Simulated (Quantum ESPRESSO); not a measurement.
HfTaNb2AlRePt2 (simulated cell), HfTaNb2GaRePt2 (simulated cell) (calculated)

Calculation on a made-up metal alloy cell, not a measurement: no spin or spin-orbit, unrelaxed, 2900 K smearing, stress positive in tension, cell energy less fitted offsets; periodic Kohn-Sham density functional theory in plane waves with PseudoDojo standard norm-conserving scalar-relativistic pseudopotentials, each functional with its own files (v0.5 for PBE, v0.4.1 for LDA and PBEsol), eight atoms on drawn sites of a strained close-packed or body-centred lattice, each displaced and held fixed; the energy is the cell's free energy, ions and the entropy term -TS included, at the stated Fermi-Dirac width, less a fixed offset for each atom's element (shifted free energy); compositions with an open d shell lost a parallel starting moment in a cheaper test run, and other magnetic orders were not tried; an error bar is the largest change of its kind in a tighter rerun, never given below 0.002 eV, 0.02 GPa or 0.003 eV/angstrom, and covers cutoff and k-mesh only, not smearing or the files. Program: Quantum ESPRESSO 7.5.

Common to all runs: lattice type hexagonal close-packed; functional pbe; cutoff 1143 eV; fermi dirac smearing 0.25 eV; electrons removed 0; run command mpirun -np 4 pw.x -nk 4 -in in; run processor Intel Xeon, 2023 or later, virtual cores; k mesh 8 x 5 x 3 shifted half a step off Gamma on each axis.

Notes on all entries: heavy elements are run without spin-orbit coupling, which real alloys of them have; a spin test at this wide smearing found no moment, but such smearing suppresses magnetism that the real alloy may have; lattice, volume and sites are drawn at random and may be unstable or far from any real phase; energies are for the whole cell, less offsets fitted to these runs, so they are not formation energies; error bars: energy 0.0082 eV, stress 0.11 GPa, force 0.012 eV/Å, from a tighter rerun of a related cell, whose elements or sites may differ.

(1) HfTaNb2AlRePt2 (simulated cell)

```
HfTaNb2AlRePt2
1.0
      2.9170    -0.0460    -0.0203
     -0.0796     5.0020     0.0397
     -0.0659     0.0744     9.4927
Pt Hf Al Re Nb Ta Pt Nb
1 1 1 1 1 1 1 1
Direct
  -0.05458 -0.00807 -0.01161
  -0.02553 0.02242 0.49852
  0.02590 0.33076 0.24747
  0.00190 0.34935 0.75605
  0.48934 0.50697 -0.00361
  0.49225 0.47542 0.49694
  0.50127 0.82561 0.26673
  0.49568 0.86060 0.74808
```

- entropy term negative ts: -1.564 eV
- pressure: 1.87 GPa
- stress xx: -2.17 GPa
- stress yy: -0.11 GPa
- stress zz: -3.32 GPa
- stress yz: 1.39 GPa
- stress xz: -0.93 GPa
- stress xy: -1.81 GPa
- shifted free energy: -1.17 eV

Atoms:
```
atoms element  atom site  atom energy offset (eV)
           Pt          1                 -3554.29
           Hf          2                 -1535.13
           Al          3                   -63.26
           Re          4                 -2361.34
           Nb          5                 -1694.67
           Ta          6                 -1771.44
           Pt          7                 -3554.29
           Nb          8                 -1694.67
```

Forces:
```
site  x (eV/Å)  y (eV/Å)  z (eV/Å)
   1     0.651     0.613      0.84
   2     0.318    -2.144    -0.634
   3    -0.321    -0.058    -0.787
   4    -0.077     0.715     0.172
   5    -0.083    -0.421    -0.319
   6     0.314     1.995      0.58
   7    -0.234     -0.08    -1.008
   8    -0.569     -0.62     1.157
```

Notes: 20 SCF iterations, 329 s of wall time on a shared machine.

(2) HfTaNb2GaRePt2 (simulated cell)

```
HfTaNb2GaRePt2
1.0
      2.9170    -0.0460    -0.0203
     -0.0796     5.0020     0.0397
     -0.0659     0.0744     9.4927
Pt Hf Ga Re Nb Ta Pt Nb
1 1 1 1 1 1 1 1
Direct
  -0.05458 -0.00807 -0.01161
  -0.02553 0.02242 0.49852
  0.02590 0.33076 0.24747
  0.00190 0.34935 0.75605
  0.48934 0.50697 -0.00361
  0.49225 0.47542 0.49694
  0.50127 0.82561 0.26673
  0.49568 0.86060 0.74808
```

- entropy term negative ts: -1.562 eV
- pressure: 2.24 GPa
- stress xx: -2.8 GPa
- stress yy: -1.85 GPa
- stress zz: -2.09 GPa
- stress yz: 0.95 GPa
- stress xz: -0.92 GPa
- stress xy: -1.63 GPa
- shifted free energy: -1.023 eV

Atoms:
```
atoms element  atom site  atom energy offset (eV)
           Pt          1                 -3554.29
           Hf          2                 -1535.13
           Ga          3                 -2081.03
           Re          4                 -2361.34
           Nb          5                 -1694.67
           Ta          6                 -1771.44
           Pt          7                 -3554.29
           Nb          8                 -1694.67
```

Forces:
```
site  x (eV/Å)  y (eV/Å)  z (eV/Å)
   1     0.624     0.504     0.725
   2     0.338    -2.192    -0.789
   3    -0.239         0    -0.707
   4    -0.066     0.761     0.177
   5    -0.125    -0.484    -0.117
   6     0.261     2.085     0.428
   7     -0.23    -0.025    -0.874
   8    -0.563    -0.649     1.156
```

Notes: 20 SCF iterations, 306 s of wall time on a shared machine.
